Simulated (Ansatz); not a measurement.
**Kick test of a cell of Be₄Se₃**

The cell was found from a proposed guess, not taken from experiment.

Level of theory: DFT PBE, scalar-relativistic, plane waves, PAW (Ansatz 0.2.0). Plane waves to 420 eV, a k mesh through Γ of 10×10×4 on the computed 7-atom cell and Gaussian smearing (0.02 eV); no spin polarisation.

The cell below (7 atoms, space group P-4m2 (No. 115)) is relaxed within its symmetry.

```
CELL_PARAMETERS angstrom
3.52629 0.00000 0.00000
0.00000 3.52629 0.00000
0.00000 0.00000 9.31508
ATOMIC_POSITIONS crystal
Be 0.00000 0.50000 0.56815
Be 0.00000 0.50000 0.14265
Be 0.50000 0.00000 0.85735
Be 0.50000 0.00000 0.43185
Se 0.50000 0.50000 0.71290
Se 0.00000 0.00000 0.00000
Se 0.50000 0.50000 0.28710
```

For the test it was strained at random (σ = 1.5 % a component), the atoms were moved at random (σ = 0.10 Å), and all was relaxed again on a coarse 4×4×2 mesh (in the run’s order of axes) with 0.10 eV smearing, with no symmetry imposed.

Weakly bound directions are ill-defined at this level, which has no dispersion term.

Task: Is the structure stable against such a distortion?

Result: It doesn't return. The energy falls by 57 meV/atom on that mesh, the volume changes by 9.7 %, and the end has space group C2 (No. 5) at a loose tolerance. Relaxed again on a 10×10×4 mesh with 0.02 eV smearing, the new structure lies 53 meV/atom below the first (mesh in the axes of the run's cell; the cell below is made exact in the group named). Space group C2 (No. 5), monoclinic, a = 5.095 Å, b = 5.145 Å, c = 9.748 Å, β = 97.3°. Around Be on its first site lie 1 Be at 2.10 Å and 2 Se at 2.21–2.25 Å; around Be on its second site lie 4 Se at 2.23–2.25 Å; Se on a site of symmetry 1 has 4 Be at 2.21–2.25 Å; Se on a site of symmetry 2 is surrounded by 4 Be at 2.23 Å.

```
Be Se
1.0
     2.54763   -2.57252    0.00000
     2.54763    2.57252    0.00000
    -1.23271    0.00000    9.66942
Be Se
4 3
Direct
  0.10205 0.67813 0.90105
  0.98354 0.45145 0.36567
  0.54855 0.01646 0.63433
  0.32187 0.89795 0.09895
  0.57561 0.54945 0.77178
  0.01577 0.98423 0.50000
  0.45055 0.42439 0.22822
```
